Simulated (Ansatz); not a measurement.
Free-standing sheets of MoAs4Ge2, MA2Z4 (prismatic core, outer Z over the empty site)-type layer and MnGe2N4, MA2Z4 (octahedral core, outer Z over the far inner Z)-type layer are relaxed with plane-wave PAW PBE (Ansatz code). Aligned at the vacuum level, what band offsets and what type of junction result?

MoAs4Ge2: VBM -4.96, CBM -4.50 eV; MnGe2N4: VBM -6.23, CBM -5.53 eV. Valence offset 1.27 eV (MoAs4Ge2 higher), conduction offset 1.03 eV (MnGe2N4 lower): type III (broken gap).

Mismatch of the primitive lattice constants: 3.688 against 3.044 Å, 21.2 %.

Natural alignment of Kohn–Sham levels: no interface dipole, strain or quasiparticle shift.

Spin orders computed, not proven ground states: MnGe2N4, MA2Z4 (octahedral core, outer Z over the far inner Z)-type layer ferromagnetic. All cells were relaxed under the symmetry of their starts (and spin orders); stability against distortions was not tested throughout. Rows with no word on spin ran without spin polarisation. Spin–orbit coupling is left out wherever it is not named. Constructed layers (a layer type filled with these elements): MoAs4Ge2, MA2Z4 (prismatic core, outer Z over the empty site)-type layer; MnGe2N4, MA2Z4 (octahedral core, outer Z over the far inner Z)-type layer.

Potentials: the later of the program's two PAW sets.
